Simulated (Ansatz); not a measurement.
Guessed and relaxed cells of SbSeBr3

A trial structure of SbSeBr3 was built thus: random cell by space group and Wyckoff sites (P-6m2, No. 187). Its size is a rough estimate.

start.cif

```cif
data_structure
_symmetry_space_group_name_H-M 'P-6m2'
_symmetry_Int_Tables_number 187
_cell_length_a 4.7818
_cell_length_b 4.7818
_cell_length_c 9.3814
_cell_angle_alpha 90.000
_cell_angle_beta 90.000
_cell_angle_gamma 120.000
_cell_volume 185.77
loop_
_atom_site_label
_atom_site_type_symbol
_atom_site_symmetry_multiplicity
_atom_site_Wyckoff_symbol
_atom_site_fract_x
_atom_site_fract_y
_atom_site_fract_z
_atom_site_occupancy
Sb1 Sb 1 a 0.00000 0.00000 0.00000 1
Se1 Se 1 c 0.33333 0.66667 0.00000 1
Br1 Br 1 b 0.00000 0.00000 0.50000 1
Br2 Br 1 f 0.66667 0.33333 0.50000 1
Br3 Br 1 d 0.33333 0.66667 0.50000 1
```

Level of theory: DFT PBE, scalar-relativistic, plane waves, PAW (Ansatz 0.2.0). Cutoff 420 eV, Gaussian smearing, Γ-centred meshes. Cell and atoms relax first on a coarse mesh and then on a finer one. In between, the cell is made exact in the group found at 0.06 Å. In metals the finer mesh still leaves noise of several meV/atom or more. The steps can't lower the symmetry of their start. No spin polarisation.

end.cif

```cif
data_structure
_symmetry_space_group_name_H-M 'P-6m2'
_symmetry_Int_Tables_number 187
_cell_length_a 5.1280
_cell_length_b 5.1280
_cell_length_c 7.0236
_cell_angle_alpha 90.000
_cell_angle_beta 90.000
_cell_angle_gamma 120.000
_cell_volume 159.95
loop_
_atom_site_label
_atom_site_type_symbol
_atom_site_symmetry_multiplicity
_atom_site_Wyckoff_symbol
_atom_site_fract_x
_atom_site_fract_y
_atom_site_fract_z
_atom_site_occupancy
Sb1 Sb 1 a 0.00000 0.00000 0.00000 1
Se1 Se 1 c 0.33333 0.66667 0.00000 1
Br1 Br 1 b 0.00000 0.00000 0.50000 1
Br2 Br 1 f 0.66667 0.33333 0.50000 1
Br3 Br 1 d 0.33333 0.66667 0.50000 1
```

The symmetry stays P-6m2 (No. 187). The volume per atom shrinks by 13.9 %, from 37.2 to 32.0 Å³. The shortest distance goes from 2.76 Å (Sb–Se and Br–Br) to 2.96 Å (Sb–Se and Br–Br). The ratio c/a of the conventional cell changes by a factor of 0.70. The energy falls by about 0.13 eV/atom (the start's value is from the coarse mesh).

| Item | Value |
| --- | --- |
| Volume per atom | 31.99 Å³ |
| Density | 4.57 g/cm³ |
| Energy over the elements | +0.38 eV/atom |
| Gap on the 12×12×6 mesh of the 5-atom cell | 0 eV (a metal) |

Energies over the elements count from the elements' standard structures at the same level, with no fitted energy shifts. The references include crystalline Br. It can't be a ground state, since the elements alone are lower.

The last run used Gaussian smearing of 0.10 eV. These runs have no spin–orbit coupling, which can matter for Sb. The reference forms of Br and Se are held partly by dispersion forces, which this level lacks. A structure relaxed within its symmetry needn't be a true minimum. In all, the 4 runs took 3.8 min on 1 thread of Arm Neoverse V2, on a shared host. Another cell of SbSeBr3 relaxed alike, in R3m, lies 0.67 eV/atom lower, so this cell isn't the stable form at this level.
